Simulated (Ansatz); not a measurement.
Input for Ansatz (plane-wave DFT, PAW):

```yaml
crystal:
  lattice:
    - [4.1056032414, 0.0, 0.0]
    - [0.0, 4.1056032414, 0.0]
    - [0.0, 0.0, 4.1056032414]
  atoms:
    - { symbol: Sc, position: [0.0, 0.0, 0.0] }
    - { symbol: Pt, position: [0.0, 0.5, 0.5] }
    - { symbol: Pt, position: [0.5, 0.0, 0.5] }
    - { symbol: Pt, position: [0.5, 0.5, 0.0] }
basis:
  ecutwfc: 500
kpoints:
  mp_grid: { grid: [10, 10, 10] }
hamiltonian:
  xc: r2scan
scf:
  occupations: { method: gaussian, width: 0.1 }
output:
  forces: true
  stress: true
  eigenvalues: true
```

Command:
```bash
ansatz run input.yaml --threads 1 --pin off --max-ram 2560MiB --backend cpu --events-out ev --progress --plain --runs-dir out
```

The calculation used DFT r2SCAN, scalar-relativistic, plane waves, PAW (Ansatz).

Part of what the program printed, abridged:

```
Pseudopotentials: kind: paw
Pseudopotential: Sc, paw, valence charge 11, recommended cutoff 500 eV (meta_gga)
Pseudopotential: Pt, paw, valence charge 18, recommended cutoff 500 eV (meta_gga)
Functional definition: r2SCAN
Crystal: 4 atoms, lattice volume = 69.204 Å³
Basis set: ecut = 500 eV, 1791 PW (Γ), exchange–correlation on 120×120×120 points (64 copies of the dense FFT grid, shifted against one another)
Bands: 39, of which v1, the nominal top of the filled ones, is band 33 counted from 1 (32 counted from 0)
Symmetry: 48 space group operations
Space group: Pm-3m (ITA 221), of the structure as read, at distance tolerance 4.1e-5 Å
k-points: 56 of 1000
Initial density: superposition of atomic densities (neutral atoms: chi_scale 0, normalization atom), corrected by the library's trained network
Initial wavefunctions: pseudopotential atomic-orbital guess
Functional: x = r2scan, c = r2scan; τ floored in thin density (d = 2e-4 eV/Å³)
SCF iter   1: F=—  HF=-39755.137116 eV  |F-HF|=—  |Δ(HF+E_count)|=         —  Δρ=2.16e-2  dr2=5.31e-1  dr2_τ=4.78e-2  ethr=1.77e-3  ⟨swp⟩=5.0  Hψ=6944  notcnv=0
SCF iter   2: F=—  HF=-39755.103589 eV  |F-HF|=—  |Δ(HF+E_count)|=   3.35e-2  Δρ=4.64e-3  dr2=1.42e-2  dr2_τ=1.59e-2  ethr=8.16e-4  ⟨swp⟩=2.0  Hψ=2918  notcnv=0  defer=72
SCF iter   3: F=—  HF=-39755.109294 eV  |F-HF|=—  |Δ(HF+E_count)|=   5.70e-3  Δρ=2.67e-3  dr2=3.97e-3  dr2_τ=2.06e-4  ethr=2.19e-5  ⟨swp⟩=1.8  Hψ=2419  notcnv=0  defer=72
SCF iter   4: F=—  HF=-39755.110587 eV  |F-HF|=—  |Δ(HF+E_count)|=   1.29e-3  Δρ=5.95e-4  dr2=1.71e-4  dr2_τ=2.45e-5  ethr=6.10e-6  ⟨swp⟩=2.5  Hψ=3604  notcnv=0  defer=72
SCF iter   5: F=—  HF=-39755.110674 eV  |F-HF|=—  |Δ(HF+E_count)|=   8.63e-5  Δρ=2.50e-4  dr2=9.08e-5  dr2_τ=5.87e-6  ethr=2.64e-7  ⟨swp⟩=2.1  Hψ=3204  notcnv=0  defer=72
SCF iter   6: F=—  HF=-39755.110683 eV  |F-HF|=—  |Δ(HF+E_count)|=   9.70e-6  Δρ=4.86e-5  dr2=2.47e-6  dr2_τ=1.22e-7  ethr=1.40e-7  ⟨swp⟩=1.6  Hψ=2311  notcnv=0  defer=72
SCF iter   7: F=-39755.110684 eV  HF=-39755.110684 eV  |F-HF|=1.76e-8  |Δ(HF+E_count)|=   4.18e-7  Δρ=8.49e-6  dr2=3.76e-8  dr2_τ=7.47e-9  ethr=1.54e-10  ⟨swp⟩=7.3  Hψ=9398  notcnv=0
SCF 1 converged in 7 iterations: F = -39755.110684 eV  dr2 = 3.76e-8
SCF converged after 7 iterations
Free energy (F): -39755.110684 eV
Harris-Foulkes:  -39755.110684 eV  (|F-HF|=1.76e-8)
Internal energy: -39755.094523 eV  (E = F + TS)
E sigma→0 (E₀):  -39755.102603 eV
Entropy (-TS):   -0.016161 eV (-4.040 meV/atom)
Fermi energy:    17.891883 eV
--- Per-component energies (eV) ---
  E_band       = -782.727392
  E_kinetic    = 2168.855964
  E_local      = -5889.925974  (includes V_loc(G=0)·N_el)
  E_nonlocal   = 683.003501
  E_hartree    = 2174.274993
  E_xc         = -850.507461
  E_vxc        = -1155.209766  (∫ρ·V_xc dr)
  E_paw        = -29402.005303  (= ΣΔE_a)
  E_vpaw       = -1012.878057  (= ΣTr[D̂ρ^β])
  E_aug_tail   = 0.000457  (compensation charges beyond the density's cutoff)
  E_vtau       = 74.881263  (kinetic-family band-sum trace: ∫τ·v_τ [+ j·A + Jᵃ·Aᵃ] dr)
  E_ewald      = -8637.857724
  E_core_change = -0.932975  (= ΣΔE_core)
  E_smearing   = -0.016161  (= −TS)
--- Forces (eV/Å), atoms counted from 1 ---
  atom   1  Sc     0.00000000     0.00000000     0.00000000
  atom   2  Pt     0.00000000     0.00000000     0.00000000
  atom   3  Pt     0.00000000     0.00000000     0.00000000
  atom   4  Pt     0.00000000     0.00000000     0.00000000
--- Stress (GPa, compression-positive) ---
      -16.330141       0.000000       0.000000
        0.000000     -16.330141       0.000000
        0.000000       0.000000     -16.330141
  P = ⅓ Tr σ = -16.3301 GPa (-163.301 kbar)
--- Band table (eV; the first three rows and the last of 56) ---
  k-point 0: bands = ["-82.1534", "-82.1341", "-82.1341", "-35.8578", "-35.8578", "-35.8578", "-35.7206", "-35.7206", "-35.7206", "-35.6503", "-35.6503", "-35.6503", "-33.6584", "-11.2700", "-11.2700", "-11.2700", "9.3839", "12.3023", "12.4962", "12.4962", "12.7803", "12.7803", "12.7803", "15.4194", "15.4194", "15.4194", "16.8784", "16.8784", "17.8207", "18.3068", "18.3068", "18.3068", "20.3892", "20.3892", "20.3892", "21.0425", "21.0425", "22.0018", "22.0018"]
  k-point 1: bands = ["-82.1529", "-82.1345", "-82.1341", "-35.8550", "-35.8550", "-35.8532", "-35.7214", "-35.7214", "-35.7208", "-35.6558", "-35.6524", "-35.6524", "-33.6577", "-11.2732", "-11.2704", "-11.2704", "9.5056", "12.3724", "12.5335", "12.5949", "12.8211", "12.8485", "12.8485", "15.3570", "15.4441", "15.4441", "16.7888", "16.8858", "17.7263", "17.9118", "17.9118", "18.3070", "19.5703", "20.4913", "20.4913", "20.9996", "21.2349", "21.9931", "22.2418"]
  k-point 2: bands = ["-82.1517", "-82.1357", "-82.1341", "-35.8470", "-35.8470", "-35.8396", "-35.7238", "-35.7238", "-35.7212", "-35.6718", "-35.6580", "-35.6580", "-33.6559", "-11.2815", "-11.2715", "-11.2715", "9.8610", "12.5600", "12.6359", "12.8801", "12.9380", "13.0511", "13.0511", "15.1843", "15.4987", "15.4987", "16.5325", "16.8936", "17.1455", "17.1455", "17.4560", "18.1934", "18.3077", "20.3906", "20.3906", "20.8816", "21.2075", "21.9712", "23.0229"]
  k-point 55: bands = ["-82.1405", "-82.1405", "-82.1405", "-35.9314", "-35.8263", "-35.8263", "-35.8263", "-35.6722", "-35.6722", "-35.6480", "-35.6480", "-35.6480", "-33.6558", "-11.2851", "-11.2851", "-11.2851", "12.0366", "12.0366", "12.0366", "12.5661", "14.5963", "14.5963", "14.5963", "15.3761", "15.3761", "15.3761", "15.9257", "15.9257", "17.9022", "17.9022", "17.9022", "18.0776", "18.4008", "18.4008", "18.4008", "20.3385", "20.3385", "20.3385", "21.6206"]
```

The run converged.

Time: 20 s on 1 thread of Arm Neoverse V1 (shared host), peak memory 0.53 GiB.

Spin–orbit coupling is left out, which can shift energies with elements as heavy as these.